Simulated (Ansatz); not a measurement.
Relaxation of a randomly generated symmetric cell of NbAs (space group No. 227); 4 atoms in the cell, which starts as Fd-3m, origin choice 1 (No. 227), cF16; a = b = c = 7.114 Å, α = β = γ = 90.00°. Level of theory: r2SCAN (plane waves to 500 eV, PAW, scalar-relativistic; Ansatz, a quantum-chemistry and plane-wave program). Γ-centred k-mesh 6×6×6 on the run's cell (coarser than for final values), Fermi–Dirac smearing 0.05 eV. This is the first round of the run. 

The optimiser's lines from the output (shortened; P is positive under compression):

```
relax step   1: F+E_penalty+E_count = -18854.27162453 eV  Δ(F+E_penalty+E_count) = +0.000e0 eV  max|allowed force component| = 6.072e-18 eV/Å  Δτ_max = 0.0000 Å  P = -23.186 GPa  Ω = 90.005 Å³  (7 SCF iters, dr2 threshold 1.00e-7 eV, accepted)
relax step   2: F+E_penalty+E_count = -18855.81059271 eV  Δ(F+E_penalty+E_count) = -1.539e0 eV  max|allowed force component| = 5.089e-17 eV/Å  Δτ_max = 0.0000 Å  P = -14.492 GPa  Ω = 77.473 Å³  (7 SCF iters, dr2 threshold 4.00e-7 eV, accepted)
relax step   3: F+E_penalty+E_count = -18856.21900664 eV  Δ(F+E_penalty+E_count) = -4.084e-1 eV  max|allowed force component| = 7.864e-17 eV/Å  Δτ_max = 0.0000 Å  P = +5.869 GPa  Ω = 66.162 Å³  (6 SCF iters, dr2 threshold 4.00e-7 eV, accepted)
relax step   4: F+E_penalty+E_count = -18856.25900253 eV  Δ(F+E_penalty+E_count) = -4.000e-2 eV  max|allowed force component| = 7.170e-17 eV/Å  Δτ_max = 0.0000 Å  P = -1.080 GPa  Ω = 69.067 Å³  (6 SCF iters, dr2 threshold 4.00e-7 eV, accepted)
relax step   5: F+E_penalty+E_count = -18856.26086074 eV  Δ(F+E_penalty+E_count) = -1.858e-3 eV  max|allowed force component| = 6.881e-17 eV/Å  Δτ_max = 0.0000 Å  P = -0.015 GPa  Ω = 68.578 Å³  (5 SCF iters, dr2 threshold 4.00e-7 eV, accepted)
relax step   6: F+E_penalty+E_count = -18856.25589081 eV  Δ(F+E_penalty+E_count) = +4.970e-3 eV  max|allowed force component| = 6.476e-17 eV/Å  Δτ_max = 0.0000 Å  P = -0.044 GPa  Ω = 68.578 Å³  stress off target by 4.42e-2 GPa  SCF on the basis re-selected at this cell (its energy is not comparable with the rows above)  (7 SCF iters)
relax step   7: F+E_penalty+E_count = -18856.25590129 eV  Δ(F+E_penalty+E_count) = -1.048e-5 eV  max|allowed force component| = 4.720e-17 eV/Å  Δτ_max = 0.0000 Å  P = +0.001 GPa  Ω = 68.558 Å³  (4 SCF iters, dr2 threshold 4.89e-9 eV, accepted)
relax step   8: F+E_penalty+E_count = -18856.25590129 eV  Δ(F+E_penalty+E_count) = -5.457e-10 eV  max|allowed force component| = 5.204e-17 eV/Å  Δτ_max = 0.0000 Å  P = +0.001 GPa  Ω = 68.558 Å³  stress off target by 5.04e-4 GPa  SCF on the basis re-selected at this cell (its energy is not comparable with the rows above)  (5 SCF iters)
```

From the first to the last row the energy changes by -0.50 eV/atom and the volume by -23.8 %. The last row is marked as not comparable with the walk above it, whose basis was carried along; it does compare with step 1, since both stand on a basis selected at the nominal cutoff for their own cell.

Later rounds, restarted from the end of this one on a renewed k-mesh, logged 4 more steps and released under 0.01 eV/atom more. The final structure after all rounds: Fd-3m, origin choice 1 (No. 227), cF16, AFLOW prototype AB_cF16_227_a_b (B32, as in NaTl); a = b = c = 6.497 Å, α = β = γ = 90.00°. Between re-selections the logged energies stand on a plane-wave basis carried along with the cell. No spin polarisation in the result.

The run could not lose the symmetry of its start: the end is stationary, and may be a saddle point rather than a minimum.

All atoms sit on sites fixed by symmetry, so only the cell could relax.

The relaxed structure here is a generated cell of NbAs: the first start was made by a random draw of sites in a space group, and the end was not matched to a known phase here, so it may be hypothetical.
